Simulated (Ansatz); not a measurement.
LaC (rock salt), relaxed and computed with several functionals in Ansatz (plane waves, PAW).

```json
[
 {"functional": "PBE", "a (Å)": "5.430", "ΔH_f (eV/atom)": "0.39", "B₀ by P(V) fit (GPa)": "80.0"},
 {"functional": "r²SCAN", "a (Å)": "(withheld)", "ΔH_f (eV/atom)": "(withheld)", "B₀ by P(V) fit (GPa)": "(withheld)"},
 {"functional": "PBEsol", "a (Å)": "5.350", "ΔH_f (eV/atom)": "0.40", "B₀ by P(V) fit (GPa)": "87.3"}
]
```

Task: Some entries are withheld; supply them.

Result: 
- r²SCAN, a (Å): 5.440
- r²SCAN, ΔH_f (eV/atom): 0.28
- r²SCAN, B₀ by P(V) fit (GPa): 85.5

Typed or built starts, not in the databases checked: LaC, rock salt. Unstable at this level: LaC, rock salt with r²SCAN; LaC, rock salt with PBEsol. All cells were relaxed under the symmetry of their starts (and spin orders); stability against distortions was not tested throughout. Spin–orbit coupling is left out wherever it is not named.

Potentials: the later of the program's two PAW sets.

Ansatz (an electronic-structure program) is a plane-wave DFT program.

Formation energies count from the lowest solids of the elements computed at the same level, not from gases.
